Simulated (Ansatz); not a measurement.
This run works on a generated trial structure, not on a known crystal.

Input and command of a plane-wave DFT calculation in Ansatz:

```yaml
crystal:
  lattice:
    - [3.958254225, 0.0, 0.0]
    - [-1.9791271125, 3.4279487135, 0.0]
    - [0.0, 0.0, 5.090428947]
  atoms:
    - { symbol: B, position: [0.7121869373, 0.6537850162, 0.25] }
    - { symbol: B, position: [0.6537850162, 0.9415980789, 0.75] }
    - { symbol: B, position: [0.9415980789, 0.2878130627, 0.25] }
    - { symbol: B, position: [0.0584019211, 0.7121869373, 0.75] }
    - { symbol: B, position: [0.2878130627, 0.3462149838, 0.75] }
    - { symbol: B, position: [0.3462149838, 0.0584019211, 0.25] }
    - { symbol: C, position: [0.6666666667, 0.3333333333, 0.75] }
    - { symbol: C, position: [0.3333333333, 0.6666666667, 0.25] }
    - { symbol: C, position: [0.0, 0.0, 0.5] }
    - { symbol: C, position: [0.0, 0.0, 0.0] }
basis:
  ecutwfc: 420
kpoints:
  mp_grid: { grid: [12, 12, 8] }
hamiltonian:
  xc: pbe
scf:
  occupations: { method: gaussian, width: 0.1 }
output:
  forces: true
  stress: true
  eigenvalues: true
relax:
  adjacent_minimum: "off"
  f_tol: 0.01
  max_steps: 80
  cell: { stress_tol: 0.05 }
```

```bash
ansatz run input.yaml --threads 1 --pin off --max-ram 2560MiB --backend cpu --events-out ev --progress --plain --runs-dir out
```

Processor: Intel(R) Xeon(R) Processor @ 2.50GHz (Skylake/Cascade Lake), 1 thread, on a host shared with other jobs.

Problem. How long does it run, and how much memory does it take?

Solution. About 2.3 min, peak memory 0.5 GiB. It solves 27 bands at 130 k points (after reduction by symmetry) with about 1373 plane waves (on the last cell), in 31 SCF iterations over 5 ionic steps.
